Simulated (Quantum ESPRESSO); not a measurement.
# Al4O4FN: one run as intended and one with a planted mistake

Simulated, not a measurement. The program is pw.x of Quantum ESPRESSO 7.5 (plane-wave density functional theory). The cell is made up: 10 atoms on a corundum lattice, with randomly drawn elements, strain and displacements, not relaxed. PseudoDojo standard norm-conserving files (v0.5 for PBE, v0.4.1 for LDA and PBEsol) set the functional; there is no spin polarisation, spin-orbit coupling or dispersion term, and the masses in the input are unused placeholders.

Intended input:

```
&control calculation='scf', pseudo_dir='./dojo.nc.sr.pbe.v0_5.standard.upf', outdir='./o', disk_io='low', tprnfor=.true., tstress=.true. /
&system ibrav=0, nat=10, ntyp=4, nbnd=30, ecutwfc=84.00895049, nosym=.true., tot_charge=0,
 occupations='smearing', smearing='fd', degauss=0.0018374661
/
&electrons conv_thr=7.350e-09, electron_maxstep=60, /
ATOMIC_SPECIES
Al 1.0 Al.upf
F 1.0 F.upf
N 1.0 N.upf
O 1.0 O.upf
CELL_PARAMETERS angstrom
2.3694 1.368 4.3087
-2.3694 1.368 4.3087
0.0 -2.736 4.3087
ATOMIC_POSITIONS angstrom
Al 0.0288 -0.0336 4.5623
Al 0.0835 0.1619 1.946
Al 0.0209 0.0303 8.4873
Al 0.0148 -0.0169 10.929
O -0.8361 1.2506 7.6455
O -0.7074 -1.4679 7.5681
O 1.6439 0.1336 7.4679
F 0.8735 -1.5084 5.1089
N 0.6093 1.3997 5.3956
O -1.6017 -0.1009 5.3662
K_POINTS automatic
6 6 6 1 1 1
```

The log is shortened where brackets say so; the opening notice, blank lines, dates and the lines on written files are dropped, and the path of the files is cut. It prints rydbergs, bohrs and kilobars, and counts compression as positive stress. Where no state is partly filled, the Fermi energy that it prints is only some level between the filled and the empty states on the mesh, and need not lie in the true gap.

Log of the intended run:

```
     Program PWSCF v.7.5
     Parallel version (MPI & OpenMP), running on       4 processor cores
     Number of MPI processes:                 4
     Threads/MPI process:                     1
     [start-up lines left out]
     bravais-lattice index     =            0
     lattice parameter (alat)  =       9.6451  a.u.
     unit-cell volume          =     565.4817 (a.u.)^3
     number of atoms/cell      =           10
     number of atomic types    =            4
     number of electrons       =        48.00
     number of Kohn-Sham states=           30
     kinetic-energy cutoff     =      84.0090  Ry
     charge density cutoff     =     336.0358  Ry
     scf convergence threshold =      7.3E-09
     mixing beta               =       0.7000
     number of iterations used =            8  plain     mixing
     Exchange-correlation= PBE
                           (   1   4   3   4   0   0   0)
     [axes and pseudopotential details left out]
   Cartesian axes
     site n.     atom                  positions (alat units)
         1        Al     tau(   1) = (   0.0056427  -0.0065831   0.8938751  )
         2        Al     tau(   2) = (   0.0163599   0.0317205   0.3812728  )
         3        Al     tau(   3) = (   0.0040949   0.0059366   1.6628863  )
         4        Al     tau(   4) = (   0.0028997  -0.0033112   2.1412798  )
         5        O      tau(   5) = (  -0.1638141   0.2450256   1.4979554  )
         6        O      tau(   6) = (  -0.1385983  -0.2876004   1.4827907  )
         7        O      tau(   7) = (   0.3220834   0.0261758   1.4631589  )
         8        F      tau(   8) = (   0.1711417  -0.2955354   1.0009685  )
         9        N      tau(   9) = (   0.1193780   0.2742382   1.0571406  )
        10        O      tau(  10) = (  -0.3138153  -0.0197690   1.0513804  )
     number of k points=   108  Fermi-Dirac smearing, width (Ry)=  0.0018
     Number of k-points >= 100: set verbosity='high' to print them.
     Dense  grid:    58823 G-vectors     FFT dimensions: (  60,  60,  60)
     Estimated max dynamical RAM per process >     174.77 MB
     Estimated total dynamical RAM >     656.00 MB
     Initial potential from superposition of free atoms
     starting charge      47.9902, renormalised to      48.0000
     Starting wfcs are   40 randomized atomic wfcs
     total cpu time spent up to now is        5.2 secs
     per-process dynamical memory:   147.5 Mb
     Self-consistent Calculation
     iteration #  1     ecut=    84.01 Ry     beta= 0.70
     Davidson diagonalization with overlap
     ethr =  1.00E-02,  avg # of iterations =  4.1
     total cpu time spent up to now is       16.0 secs
     total energy              =    -220.74538864 Ry
     estimated scf accuracy    <       2.37591858 Ry
     iteration #  2     ecut=    84.01 Ry     beta= 0.70
     Davidson diagonalization with overlap
     ethr =  4.95E-03,  avg # of iterations =  2.2
     total cpu time spent up to now is       25.8 secs
     total energy              =    -221.40865468 Ry
     estimated scf accuracy    <       1.68105538 Ry
     [iterations 3 to 10 left out]
     iteration # 11     ecut=    84.01 Ry     beta= 0.70
     Davidson diagonalization with overlap
     ethr =  3.60E-11,  avg # of iterations =  2.8
     total cpu time spent up to now is      113.5 secs
     total energy              =    -221.73283661 Ry
     estimated scf accuracy    <          8.3E-09 Ry
     iteration # 12     ecut=    84.01 Ry     beta= 0.70
     Davidson diagonalization with overlap
     ethr =  1.73E-11,  avg # of iterations =  2.0
     total cpu time spent up to now is      121.6 secs
     End of self-consistent calculation
     Number of k-points >= 100: set verbosity='high' to print the bands.
     the Fermi energy is    11.6513 ev
!    total energy              =    -221.73283661 Ry
     estimated scf accuracy    <          3.0E-10 Ry
     smearing contrib. (-TS)   =       0.00000000 Ry
     internal energy E=F+TS    =    -221.73283661 Ry
     The total energy is F=E-TS. E is the sum of the following terms:
     one-electron contribution =     -40.00014261 Ry
     hartree contribution      =      55.87198917 Ry
     xc contribution           =     -60.93985531 Ry
     ewald contribution        =    -176.66482786 Ry
     convergence has been achieved in  12 iterations
     Forces acting on atoms (cartesian axes, Ry/au):
     atom    1 type  1   force =    -0.07169780    0.08890880   -0.09515945
     atom    2 type  1   force =    -0.15501677   -0.19172869    0.05153202
     atom    3 type  1   force =     0.17086739   -0.10021221   -0.13356897
     atom    4 type  1   force =     0.13168751   -0.00469336    0.14377362
     atom    5 type  4   force =    -0.08824219    0.12146826   -0.08606617
     atom    6 type  4   force =     0.01560305    0.00914544   -0.06346850
     atom    7 type  4   force =     0.01455675   -0.05106659    0.00842848
     atom    8 type  2   force =    -0.05855389    0.02087773    0.08069015
     atom    9 type  3   force =     0.08808042    0.11039062    0.05669662
     atom   10 type  4   force =    -0.04728448   -0.00308999    0.03714221
     Total force =     0.504988     Total SCF correction =     0.000010
     Computing stress (Cartesian axis) and pressure
          total   stress  (Ry/bohr**3)                   (kbar)     P=      227.48
   0.00172370   0.00016251   0.00014703          253.57       23.91       21.63
   0.00016251   0.00094251  -0.00057751           23.91      138.65      -84.95
   0.00014703  -0.00057751   0.00197298           21.63      -84.95      290.24
     init_run     :      4.80s CPU      5.00s WALL (       1 calls)
     electrons    :    115.87s CPU    116.37s WALL (       1 calls)
     forces       :      1.43s CPU      1.44s WALL (       1 calls)
     stress       :      5.27s CPU      5.29s WALL (       1 calls)
     [timing details left out]
     PWSCF        :   2m 7.66s CPU   2m 8.39s WALL
     JOB DONE.
```

A second run has one planted mistake: the cell has the wrong charge. The input lines that differ, file-writing options aside:

```
- &system ibrav=0, nat=10, ntyp=4, nbnd=30, ecutwfc=84.00895049, nosym=.true., tot_charge=0,
+ &system ibrav=0, nat=10, ntyp=4, nbnd=31, ecutwfc=84.00895049, nosym=.true., tot_charge=-1,
```

Its log:

```
     Program PWSCF v.7.5
     Parallel version (MPI & OpenMP), running on       4 processor cores
     Number of MPI processes:                 4
     Threads/MPI process:                     1
     [start-up lines left out]
     bravais-lattice index     =            0
     lattice parameter (alat)  =       9.6451  a.u.
     unit-cell volume          =     565.4817 (a.u.)^3
     number of atoms/cell      =           10
     number of atomic types    =            4
     number of electrons       =        49.00
     number of Kohn-Sham states=           31
     kinetic-energy cutoff     =      84.0090  Ry
     charge density cutoff     =     336.0358  Ry
     scf convergence threshold =      7.3E-09
     mixing beta               =       0.7000
     number of iterations used =            8  plain     mixing
     Exchange-correlation= PBE
                           (   1   4   3   4   0   0   0)
     [axes and pseudopotential details left out]
   Cartesian axes
     site n.     atom                  positions (alat units)
         1        Al     tau(   1) = (   0.0056427  -0.0065831   0.8938751  )
         2        Al     tau(   2) = (   0.0163599   0.0317205   0.3812728  )
         3        Al     tau(   3) = (   0.0040949   0.0059366   1.6628863  )
         4        Al     tau(   4) = (   0.0028997  -0.0033112   2.1412798  )
         5        O      tau(   5) = (  -0.1638141   0.2450256   1.4979554  )
         6        O      tau(   6) = (  -0.1385983  -0.2876004   1.4827907  )
         7        O      tau(   7) = (   0.3220834   0.0261758   1.4631589  )
         8        F      tau(   8) = (   0.1711417  -0.2955354   1.0009685  )
         9        N      tau(   9) = (   0.1193780   0.2742382   1.0571406  )
        10        O      tau(  10) = (  -0.3138153  -0.0197690   1.0513804  )
     number of k points=   108  Fermi-Dirac smearing, width (Ry)=  0.0018
     Number of k-points >= 100: set verbosity='high' to print them.
     Dense  grid:    58823 G-vectors     FFT dimensions: (  60,  60,  60)
     Estimated max dynamical RAM per process >     178.38 MB
     Estimated total dynamical RAM >     670.42 MB
     Initial potential from superposition of free atoms
     starting charge      47.9902, renormalised to      49.0000
     Starting wfcs are   40 randomized atomic wfcs
     total cpu time spent up to now is        5.1 secs
     per-process dynamical memory:   152.7 Mb
     Self-consistent Calculation
     iteration #  1     ecut=    84.01 Ry     beta= 0.70
     Davidson diagonalization with overlap
     ethr =  1.00E-02,  avg # of iterations =  4.2
     total cpu time spent up to now is       16.3 secs
     total energy              =    -219.94967547 Ry
     estimated scf accuracy    <       1.66700934 Ry
     iteration #  2     ecut=    84.01 Ry     beta= 0.70
     Davidson diagonalization with overlap
     ethr =  3.40E-03,  avg # of iterations =  3.1
     total cpu time spent up to now is       26.7 secs
     total energy              =    -220.41812385 Ry
     estimated scf accuracy    <       1.34173291 Ry
     [iterations 3 to 10 left out]
     iteration # 11     ecut=    84.01 Ry     beta= 0.70
     Davidson diagonalization with overlap
     ethr =  3.47E-11,  avg # of iterations =  2.8
     total cpu time spent up to now is      118.0 secs
     total energy              =    -220.67486022 Ry
     estimated scf accuracy    <          8.7E-09 Ry
     iteration # 12     ecut=    84.01 Ry     beta= 0.70
     Davidson diagonalization with overlap
     ethr =  1.77E-11,  avg # of iterations =  2.0
     total cpu time spent up to now is      126.0 secs
     End of self-consistent calculation
     Number of k-points >= 100: set verbosity='high' to print the bands.
     the Fermi energy is    14.8843 ev
!    total energy              =    -220.67486022 Ry
     estimated scf accuracy    <          8.0E-10 Ry
     smearing contrib. (-TS)   =      -0.00059384 Ry
     internal energy E=F+TS    =    -220.67426637 Ry
     The total energy is F=E-TS. E is the sum of the following terms:
     one-electron contribution =     -38.23379547 Ry
     hartree contribution      =      56.10195221 Ry
     xc contribution           =     -61.87759525 Ry
     ewald contribution        =    -176.66482786 Ry
     convergence has been achieved in  12 iterations
     Forces acting on atoms (cartesian axes, Ry/au):
     atom    1 type  1   force =    -0.04803752    0.07544171   -0.08081893
     atom    2 type  1   force =    -0.11341244   -0.14009231    0.05775165
     atom    3 type  1   force =     0.15289373   -0.10043496   -0.11424652
     atom    4 type  1   force =     0.06980427   -0.01897877    0.13031795
     atom    5 type  4   force =    -0.05602618    0.05244248   -0.01580254
     atom    6 type  4   force =    -0.02780755    0.01087119   -0.02944424
     atom    7 type  4   force =     0.02061924    0.00596521    0.04598383
     atom    8 type  2   force =    -0.07436439    0.01854599   -0.06688884
     atom    9 type  3   force =     0.10210295    0.10200599    0.04262600
     atom   10 type  4   force =    -0.02577211   -0.00576651    0.03052165
     Total force =     0.405195     Total SCF correction =     0.000020
     Computing stress (Cartesian axis) and pressure
          total   stress  (Ry/bohr**3)                   (kbar)     P=      636.49
   0.00405748  -0.00008379   0.00007839          596.88      -12.33       11.53
  -0.00008379   0.00377211  -0.00068133          -12.33      554.90     -100.23
   0.00007839  -0.00068133   0.00515077           11.53     -100.23      757.70
     init_run     :      4.75s CPU      4.89s WALL (       1 calls)
     electrons    :    120.40s CPU    120.88s WALL (       1 calls)
     forces       :      1.47s CPU      1.49s WALL (       1 calls)
     stress       :      5.22s CPU      5.24s WALL (       1 calls)
     [timing details left out]
     PWSCF        :   2m12.09s CPU   2m12.81s WALL
     JOB DONE.
```

```
                                            intended run  run with the mistake
                          free energy (eV)     -3016.829             -3002.434
                    smearing term -TS (eV)        0.0000               -0.0081
                            pressure (GPa)         22.75                 63.65
            largest force component (eV/Å)         4.930                 3.931
largest change of a force component (eV/Å)                               3.794
                                iterations            12                    12
```

For scale, a rerun of the intended cell at a cutoff of 1437 eV and k mesh 8 x 8 x 8 moved values by no more than 0.004 eV in energy, 0.02 GPa in stress and 0.002 eV/Å in force. The charged cell sits in a uniform background, so its energy and stress rest on the program's zero of potential. The number of bands, nbnd, was set by rule from the electron count and the smearing, so it follows the mistake.